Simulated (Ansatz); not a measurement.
Pressure coefficients of BAs

```
CELL_PARAMETERS angstrom
0.00000 2.40466 2.40466
2.40466 0.00000 2.40466
2.40466 2.40466 0.00000
ATOMIC_POSITIONS crystal
B 0.00000 0.00000 0.00000
As 0.25000 0.25000 0.25000
```

The cell was built from the zincblende type and relaxed in the same program, and has space group F-43m; it needn't be a known or the stable phase.

The calculation used Ansatz 0.2.0, DFT, PBE, all-electron LAPW, scalar-relativistic.

Settings: a Γ-centred 15×15×15 k mesh, Fermi–Dirac smearing of 0.08 eV, basis error target 0.25 meV/atom, no spin polarisation.

The cell is scaled evenly with fractional coordinates held. Semilocal gaps are too small, but their slopes carry over better.

```
V/V(cell)  P (GPa)  gap on the k mesh (eV)
   0.9405     9.10                   1.144
   0.9800     2.73                   1.187
   1.0000    -0.04                   1.207
   1.0200    -2.53                   1.226
```

Q: From the rows at 0.9800 and 1.0200, what is the bulk modulus at the cell's volume?

A: B = −ΔP/Δln V = −[(-2.53) − (2.73)]/0.04001 = 131.5 GPa.

Q: What are the gap's volume deformation potential and pressure coefficient?

A: dEg/dln V = (1.226 − 1.187)/0.04001 = 0.97 eV, and dEg/dP = −(dEg/dln V)/B = -7.4 meV/GPa: pressure narrows the gap.

Q: Predict the row at V/V(cell) = 1.0600. How far is a linear estimate of P off?

A: P = -6.81 GPa, gap 1.262 eV. The linear estimate P(cell) − B ln(V/V(cell)) = -7.70 GPa misses by 0.89 GPa, since the modulus falls on expansion.
